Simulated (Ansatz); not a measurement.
Input and output of a relaxation of cell and atoms on an ordered 8-atom cell of Ga3Bi4B on the zincblende lattice (the PAW code Ansatz, PBE). The starting cell was estimated from covalent radii.

```yaml
crystal:
  lattice:
    - [-2.9911074071, 2.9911074071, 5.9822148142]
    - [2.9911074071, -2.9911074071, 5.9822148142]
    - [2.9911074071, 2.9911074071, -5.9822148142]
  atoms:
    - { symbol: B, position: [0.0, 0.0, 0.0] }
    - { symbol: Bi, position: [0.375, 0.375, 0.5] }
    - { symbol: Ga, position: [0.75, 0.25, 0.5] }
    - { symbol: Bi, position: [0.125, 0.625, 0.0] }
    - { symbol: Ga, position: [0.5, 0.5, 0.0] }
    - { symbol: Bi, position: [0.875, 0.875, 0.5] }
    - { symbol: Ga, position: [0.25, 0.75, 0.5] }
    - { symbol: Bi, position: [0.625, 0.125, 0.0] }
kpoints:
  mp_grid: { grid: [6, 6, 6] }
hamiltonian:
  xc: pbe
scf:
  occupations: { method: fermi_dirac, width: 0.02 }
relax:
  f_tol: 0.005
  cell: {}
output:
  write_density: true
  write_potential: true
  elf: true
  volumetric_format: npy
```

Some lines of the output have been replaced by numbered gaps.
```
Pseudopotential: B, paw, valence charge 3, recommended cutoff 420 eV (normal)
Pseudopotential: Bi, paw, valence charge 15, recommended cutoff 420 eV (normal)
Pseudopotential: Ga, paw, valence charge 13, recommended cutoff 420 eV (normal)
Functional definition: PBE
Crystal: 8 atoms, lattice volume = 214.085 Å³
Basis set: ecut = 420 eV, 4167 PW (Γ)
Bands: 62, of which v1, the nominal top of the filled ones, is band 51 counted from 1 (50 counted from 0)
[1]
relax step 1: F+E_penalty+E_count = -61087.62933403 eV  max|allowed force component| = 1.250e0 eV/Å  Δτ_max = 0.0000 Å  P = +7.784 GPa  Ω = 214.085 Å³
--- Relaxed structure (5 steps of the walk, 5 accepted, 1 SCFs on fresh bases) ---
[2]
```

Task: Fill in the blanks. They hold the relaxed structure, the symmetry found.

Result:
```
[1]
Symmetry: 8 space group operations
Space group: I-42m (ITA 121)
[2]
  F+E_penalty+E_count = -61089.23383255 eV   max|allowed force component| = 2.292e-3 eV/Å
  cell:  # Å, volume = 240.3563 Å³
    - [-3.115051, 3.115051, 6.192488]
    - [3.115051, -3.115051, 6.192488]
    - [3.115051, 3.115051, -6.192488]
  atoms:
    - { symbol: B, position: [0.000000, 0.000000, 0.000000] }
    - { symbol: Bi, position: [0.338523, 0.338523, 0.445719] }
    - { symbol: Ga, position: [0.750000, 0.250000, 0.500000] }
    - { symbol: Bi, position: [0.107196, 0.661477, 0.000000] }
    - { symbol: Ga, position: [0.500000, 0.500000, 0.000000] }
    - { symbol: Bi, position: [0.892804, 0.892804, 0.554281] }
    - { symbol: Ga, position: [0.250000, 0.750000, 0.500000] }
    - { symbol: Bi, position: [0.661477, 0.107196, 0.000000] }
```
Only the leading digits can be foreseen; the rest is this run's record.

Command: `ansatz run input.yaml --threads 2 --pin off --max-ram 20275MiB --backend cpu --events-out ev --progress --plain --runs-dir out`. It took 85 s on 2 threads of AMD EPYC 7R13 Processor (Zen 3) (shared host), load about 1.9 per core; peak host memory 0.96 GiB.

Values at 0 K without nuclear motion; spin polarisation is off, and the phase may be a hypothetical one.

Spin-orbit coupling is left out.

Where bands overlap, v1 and c1 are numbered by the electron count and aren't everywhere filled or empty.

Overlapping bands make a metal at that level, for which these meshes are coarse; small forces, stresses and energy differences are uncertain.
